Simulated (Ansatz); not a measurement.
Profile along the W–C line in WC (WC type, space group P-6m2)

WC (WC type, space group P-6m2)

```xyz
2
Lattice="2.9219 0.0000 0.0000 -1.4609 2.5304 0.0000 0.0000 0.0000 2.8471" Properties=species:S:1:pos:R:3 pbc="T T T"
W      0.0000     0.0000     0.0000
C      1.4609     0.8435     1.4235
```

Fields along a shortest W–C line of a (-1 2 -1 0) plane (2.21 Å), from W to C, interpolated on the slice's grid (step about 0.2 Å). Computed with PBE (plane waves to 420 eV, PAW, scalar-relativistic; Ansatz, a first-principles code). k mesh 18×18×16. These are valence fields of a PAW run, semicore shells included where kept as valence: close to a nucleus they are smooth pseudo fields. Spin-orbit coupling is left out, though W is heavy. WC is run without spin polarisation. WC was relaxed with its symmetry unable to fall.

| distance from W (Å) | valence electron density (e/Å³) | electron localisation function |
|---|---|---|
| 0.00 | 3.52 | x |
| 0.11 | 3.93 | x |
| 0.22 | 4.77 | x |
| 0.33 | 5.33 | x |
| 0.44 | 5.16 | 0.63 |
| 0.55 | 4.29 | 0.72 |
| 0.66 | 3.09 | 0.68 |
| 0.77 | 1.97 | 0.53 |
| 0.88 | 1.20 | 0.36 |
| 0.99 | 0.80 | 0.26 |
| 1.10 | 0.65 | 0.31 |
| 1.22 | 0.65 | 0.48 |
| 1.33 | 0.73 | 0.67 |
| 1.44 | 0.88 | 0.78 |
| 1.55 | 1.09 | 0.80 |
| 1.66 | 1.33 | 0.74 |
| 1.77 | 1.56 | 0.60 |
| 1.88 | 1.71 | x |
| 1.99 | 1.75 | x |
| 2.10 | 1.72 | x |
| 2.21 | 1.68 | x |

x: too close to a nucleus for the ELF to mean much.

Density on the W–C line (2.21 Å) at its density minimum, 1.2 Å from W: 0.64 e/Å³. ELF at that point: 0.4.
